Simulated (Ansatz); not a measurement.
What moves the field gradients of WC?

Cell of run 1: an entry of the Crystallography Open Database (COD), atoms as given.

```
W C
1.0
     2.90650    0.00000    0.00000
    -1.45325    2.51710    0.00000
     0.00000    0.00000    2.83660
W C
1 1
Direct
  0.00000 0.00000 0.00000
  0.66667 0.33333 0.50000
```

Sites (sets of like atoms) are named by element and the number of their first atom in this list.

Relaxed positions (PBE, cell held):

```
CELL_PARAMETERS angstrom
2.90650 0.00000 0.00000
-1.45325 2.51710 0.00000
0.00000 0.00000 2.83660
ATOMIC_POSITIONS crystal
W 0.00000 0.00000 0.00000
C 0.66667 0.33333 0.50000
```

All runs are DFT with Ansatz 0.2.0 (plane waves and PAW, scalar-relativistic unless spin–orbit coupling is named, Γ-centred meshes, Fermi–Dirac smearing where given) in this cell. Start moments of run 1 as typed (μB): 2 on each W, none on the rest.

Run 1: PBE, with a start moment, atoms as given; 420 eV, 13×13×12 k-points, smearing 0.05 eV.
Run 2: r2SCAN, with a start moment, at the relaxed atoms; 500 eV, 13×13×12 k-points, smearing 0.05 eV.
Run 3: PBE, with a start moment, at the relaxed atoms; 350 eV, 13×13×12 k-points, smearing 0.05 eV; this cutoff lies below the one recommended for these PAW files.

| run | W V_zz (η) |
| --- | --- |
| 1 | -13.64 (0.00) |
| 2 | ? |
| 3 | -13.67 (0.00) |

V_zz in 10²¹ V/m²; 1 of the 2 sets of like atoms are followed.

Q: Estimate the row of run 2.

A: W: -13.50 (0.00). It lies nearest to run 1, from whose tensors on these sites it differs by 0.14 at most (largest principal value of the difference, on W). Taken one at a time, the functional (r2SCAN with its higher cutoff) moves the tensors on these sites by up to 0.14 (largest principal value of the change, on W), the cutoff by 0.02 (W).

Without spin–orbit coupling the gradients at and beside W can be off by some per cent, at some sites by more. In run 2 the program didn't check the stability of the electronic state in full, so a lower one may lie near. In runs 1, 2, 3 there is no gap above 0.1 eV, so the gradients can move by 10 % or more with the k-mesh. In runs 1, 2, 3 the start moments die out. The cell isn't the equilibrium one in runs 1, 3 (calculated pressure 6, 6 GPa), and the entry's cell may itself be off.
